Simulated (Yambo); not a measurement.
A G0W0@PBEsol run in Yambo for CaV2O6 (space group C2/m, No. 12) (4×4×2 Γ-centred k mesh, bands 3 to 196 and a 7 Ry block in the screening, 196 bands in G with the Bruneval-Gonze terminator, plasmon pole fitted at 27.2 eV) gives these matrix elements, in eV, at the band edges ((-0.5, -0.5, 0) → (-0.5, -0.5, 0)):

| state | E0 | <Vxc> | <Σx> | <Σc(E0)> | Z |
|---|---|---|---|---|---|
| valence edge | 0.000 | -19.589 | -24.830 | 4.430 | 0.767 |
| conduction edge | 2.758 | -21.578 | -14.437 | -4.961 | 0.770 |

Solve the linearised quasiparticle equation for both states, give the gap, and say how exchange and correlation each act on it.

E = E0 + Z(Σx + Σc − Vxc). Valence: 0.000 + 0.767 × (-24.830 + (4.430) − (-19.589)) = -0.62 eV. Conduction: 2.758 + 0.770 × (-14.437 + (-4.961) − (-21.578)) = 4.44 eV. The gap is 5.06 eV, against 2.76 eV in PBEsol. Replacing Vxc by bare exchange alone would open it by 12.38 eV; correlation takes back 9.39 eV of that, and Z scales what is left. Convergence of the G0W0 settings was not tested. The 3d shell has no Hubbard U; the runs are without spin polarisation, and magnetic order was not tried.

Geometry of the Materials Project entry, not relaxed at this level; primitive cell a = 5.3462 Å, b = 5.3462 Å, c = 7.1380 Å, α = 103.19°, β = 103.19°, γ = 39.84°.

The structure is a Materials Project entry; no match was found in the copy of COD used, and its stability was not checked.
